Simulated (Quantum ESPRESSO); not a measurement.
**Band energies of BeNi**

```
CELL_PARAMETERS angstrom
      2.58700     0.00000     0.00000
      0.00000     2.58700     0.00000
      0.00000     0.00000     2.58700
ATOMIC_POSITIONS crystal
  Be 0.00000 0.00000 0.00000
  Ni 0.50000 0.50000 0.50000
```

norm-conserving PBEsol (Quantum ESPRESSO, 98 Ry, scalar-relativistic); path ΓXMΓRX,MR; energies in eV from the Fermi level.

```
k (1/Å)  point  band 7  band 8  band 9  band 10  band 11  band 12  band 13  band 14
-------  -----  ------  ------  ------  -------  -------  -------  -------  -------
0.00         Γ   -3.68   -3.68   -1.31    -1.31    -1.31     6.98     6.98     6.98
0.44             -3.64   -3.56   -1.66    -1.66    -1.29     4.05     8.00     8.00
0.99             -4.47   -3.28   -2.30    -2.30    -1.23     0.32    11.06    11.06
1.21         X   -4.98   -3.24   -2.37    -2.37    -1.22     0.00    11.75    11.75
1.55             -5.00   -3.11   -2.31    -2.30    -1.36    -0.02     9.73    11.80
2.10             -4.27   -2.53   -2.18    -2.04    -1.85    -0.32     6.39     6.56
2.43         M   -3.36   -2.17   -2.17    -1.97    -1.97    -0.75     4.95     6.03
2.53             -3.46   -2.22   -2.18    -1.97    -1.96    -0.67     5.08     6.09
3.03             -3.85   -2.97   -2.45    -1.95    -1.79     1.08     5.67    10.42
3.54             -3.51   -3.49   -2.01    -1.68    -1.49     3.97     6.11     8.76
4.05             -3.67   -3.67   -1.33    -1.33    -1.32     6.84     6.94     7.04
4.15         Γ   -3.68   -3.68   -1.31    -1.31    -1.31     6.98     6.98     6.98
4.55             -3.59   -3.59   -1.59    -1.49    -1.49     6.04     6.04     7.34
4.95             -3.35   -3.35   -2.02    -1.98    -1.98     4.71     4.71     7.96
5.45             -3.71   -3.71   -1.90    -1.90    -1.48     4.04     4.04     8.37
5.95             -4.54   -4.54   -0.95    -0.95     2.54     4.68     4.68     7.86
6.25         R   -4.71   -4.71   -0.71    -0.71     5.67     5.67     5.67     6.17
6.44             -4.64   -4.64   -0.85    -0.76     4.07     4.21     5.95     6.22
6.92             -4.30   -3.96   -1.90    -1.60     0.74     0.83     6.86     8.54
7.30             -4.97   -3.15   -2.69    -1.77    -1.02     0.10     8.12    10.34
7.78             -4.99   -3.20   -2.44    -2.25    -1.27     0.00    10.95    11.59
7.97         X   -4.98   -3.24   -2.37    -2.37    -1.22     0.00    11.75    11.75
7.97         M   -3.36   -2.17   -2.17    -1.97    -1.97    -0.75     4.95     6.03
8.17             -3.22   -2.86   -2.86    -1.13    -1.13    -0.74     4.97     6.04
8.68             -4.23   -4.23   -1.83    -0.72     1.84     1.84     5.28     6.07
9.18         R   -4.71   -4.71   -0.71    -0.71     5.67     5.67     5.67     6.17
```

A metal at this level: along this path bands 11, 12 cross the Fermi level.

Geometry of the Materials Project entry, not relaxed at this level.

The structure is a Materials Project entry; no match was found in the copy of COD used, and its stability was not checked.

The runs are not spin-polarised; magnetic order was not tried.
